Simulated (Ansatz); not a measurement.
**Elastic constants of ZnS: input and output**

Theory: DFT PBE, scalar-relativistic, plane waves, PAW in Ansatz 0.2.0.

Launched with:
```bash
ansatz run input.yaml --threads 4 --pin off --max-ram 12288MiB --backend cpu --events-out ev --progress --plain --runs-dir out
```

Input (bare energies are in eV):
```yaml
crystal:
  lattice:
    - [0.0, 2.722, 2.722]
    - [2.722, 0.0, 2.722]
    - [2.722, 2.722, 0.0]
  atoms:
    - { symbol: Zn, position: [0.0, 0.0, 0.0] }
    - { symbol: S, position: [0.25, 0.25, 0.25] }
basis:
  ecutwfc: 420
kpoints:
  mp_grid: { grid: [6, 6, 6] }
hamiltonian:
  xc: pbe
scf:
  occupations: { method: fixed }
output:
  forces: true
  stress: true
  eigenvalues: true
  polarization: {}
elastic:
  mode: relaxed_ion
  stencil: two_point
```

From the output:
```
--- Elastic constants: 2 strain directions × 2 members + reference (group order 24) ---
  dense FFT box of the reference and of every strained cell: 27×27×27
  strains applied: 11, 23; error gains: componentwise 1.00 (the most a stress slope's error grows in a printed constant), spectral 1.73 (1 for all six strains in a standard setting)
  C = ∂σ_k/∂η_j (tension-positive GPa; Voigt order 11 22 33 23 13 12):
        97.013     55.871     55.871      0.000      0.000     -0.000
        55.871     97.013     55.871      0.000      0.000     -0.000
        55.871     55.871     97.013      0.000      0.000     -0.000
         0.000     -0.000     -0.000     46.062      0.000      0.000
         0.000      0.000      0.000     -0.000     46.062      0.000
         0.000     -0.000     -0.000      0.000      0.000     46.062
  reference stress σ⁰ (GPa):     -0.002     -0.002     -0.002     -0.000      0.000     -0.000
  C* (energy form; C + prestress term) asymmetry max|C*_kj − C*_jk| = 1.421e-14 GPa — a small one proves nothing (zero by symmetry where the batch's group is 432, −43m or m−3m); a large one is finite-difference/SCF noise where every solve ...
  moduli (Voigt/Reuss/Hill, GPa): K = 69.58/69.58/69.58   G = 35.87/30.80/33.33   E = 86.23   ν = 0.293
  mechanically stable: yes (min eigenvalue of sym C = 41.14 GPa)
  e, the proper piezoelectric tensor (elastic.mode: relaxed_ion; C/m²; rows x y z; Voigt order 11 22 33 23 13 12):
      -0.00000    0.00000    0.00000    0.03853   -0.00000    0.00000
       0.00000    0.00000   -0.00000    0.00000    0.03853    0.00000
       0.00000   -0.00000    0.00000    0.00000    0.00000    0.03853
  ±, each entry's uncertainty from the finite density of the strings (C/m²), an estimate: the size of the correction for it that the entry includes:
       0.00000    0.00000    0.00000    0.00711    0.00000    0.00000
       0.00000    0.00000    0.00000    0.00000    0.00711    0.00000
       0.00000    0.00000    0.00000    0.00000    0.00000    0.00711
  the group's symmetry takes up to 1.1e-8 C/m² out of the measured responses: error of the strings' finite density and of the mesh across them, as far as it breaks the symmetry (raise kpoints.mp_grid and any string_points); the largest step ...
  strain η (Voigt 11):  stress-route row diagonal C_11 = 97.01 GPa, energy-path curvature d²(F+E_count+ΔE)/dδ²/Ω₀ = 97.20 GPa
         δ    σ_11 (GPa) F (eV) n_scf n_hpsi n_pw
    -2.000e-3      -0.1961       -4222.7313486       9    8962    797   relax 0 steps, max|allowed force component| 8.33e-17 eV/Å
     2.000e-3       0.1919       -4222.7313628       9    8933    803   relax 0 steps, max|allowed force component| 8.33e-17 eV/Å
  strain η (Voigt 23):  stress-route row diagonal C_44 = 46.06 GPa, energy-path curvature d²(F+E_count+ΔE)/dδ²/Ω₀ = 46.31 GPa
         δ    σ_23 (GPa) F (eV) n_scf n_hpsi n_pw
    -2.000e-3      -0.0921       -4222.7313778       8   10372    798   relax 3 steps, max|allowed force component| 3.90e-7 eV/Å
     2.000e-3       0.0921       -4222.7313778       8   10366    798   relax 3 steps, max|allowed force component| 3.85e-7 eV/Å
--- Formal polarisation (Berry phase): one branch of a lattice of values; only differences between neighbouring runs are physical ---
  axis mesh electronic ionic p = total spread (rad) least overlap resolved gap  δp at fixed H ≤   (phases in cycles; p mod 2; gap in eV; gap and δp judge the states as solved, not the mesh's step, its ...
  b1    6×6×6          -0.00000000     1.50000000     1.50000000      0.202780         0.8323        2.0130           2.1e-6
  b2    6×6×6          -0.00000000     1.50000000     1.50000000      0.202780         0.8323        2.0130           2.1e-6
  b3    6×6×6           0.00000000     1.50000000     1.50000000      0.202780         0.8323        2.0130           2.1e-6
  quantum along a1:   0.19087048 e/Å² =   305.808216 µC/cm²
  quantum along a2:   0.19087048 e/Å² =   305.808216 µC/cm²
  quantum along a3:   0.19087048 e/Å² =   305.808216 µC/cm²
  P = (  0.20244871,   0.20244871,   0.20244871) e/Å² = (  324.358595,   324.358595,   324.358595) µC/cm²  (mod the quanta)
```

Time: 23 s on 4 threads of Intel(R) Xeon(R) Processor @ 2.50GHz (Skylake/Cascade Lake) (shared host), peak memory 0.41 GiB.

The cell is the ideal cubic zincblende prototype.